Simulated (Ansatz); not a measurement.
# Kick test of a cell of Sb₂O

The structure comes from a generated guess, relaxed at this level; another structure or a mixture of phases may lie lower.

Computed with DFT PBE, scalar-relativistic, plane waves, PAW in Ansatz. Plane waves to 420 eV, a k mesh through Γ of 10×10×10 on the computed 3-atom cell and Gaussian smearing (0.10 eV); no spin polarisation.

The cell below (3 atoms, space group P-1 (No. 2)) is relaxed within its symmetry.

```yaml
crystal:
  lattice:
    - [4.42378, 0.16166, -0.02076]
    - [-0.30234, 4.47208, 0.01024]
    - [-2.05506, -2.30938, 3.97978]
  atoms:
    - { symbol: Sb, position: [0.73264, 0.77107, 0.49763] }
    - { symbol: Sb, position: [0.26736, 0.22893, 0.50237] }
    - { symbol: O, position: [0.50000, 0.50000, 0.00000] }
```

For the test a repeat of it with 6 atoms (edges 4.43, 4.48, 7.95 Å) was strained at random (σ = 1.5 % a component), the atoms were moved at random (σ = 0.10 Å), and all was relaxed again on a coarse 6×6×4 mesh (in the run’s order of axes) with 0.20 eV smearing, with no symmetry imposed.

These runs have no spin–orbit coupling, which can matter for Sb.

Problem. Is the structure stable against such a distortion?

Solution. It doesn't return. The energy falls by 36 meV/atom on that mesh, the volume changes by -2.6 %, and the end has space group P1 (No. 1) at a loose tolerance. Relaxed again on a 10×10×10 mesh with 0.10 eV smearing, the new structure lies 34 meV/atom below the first (mesh in the axes of the run's cell; the cell below is made exact in the group named). Space group P1 (No. 1), triclinic, a = 4.364 Å, b = 4.591 Å, c = 4.884 Å, α = 62.6°, β = 65.0°, γ = 89.5°. Sb on its first site has 1 O at 2.03 Å and 2 Sb at 2.92–3.00 Å; Sb on its second site has 1 O at 2.01 Å, 2 Sb at 2.92–3.00 Å and 1 O at 3.02 Å; O has 2 Sb at 2.01–2.03 Å.

```yaml
crystal:
  lattice:
    - [4.36357, 0.00000, 0.00000]
    - [0.04265, 4.59051, 0.00000]
    - [2.06061, 2.22861, 3.82660]
  atoms:
    - { symbol: Sb, position: [0.77254, 0.75805, 0.50108] }
    - { symbol: Sb, position: [0.29340, 0.32516, 0.49242] }
    - { symbol: O, position: [0.43407, 0.41679, 0.00650] }
```
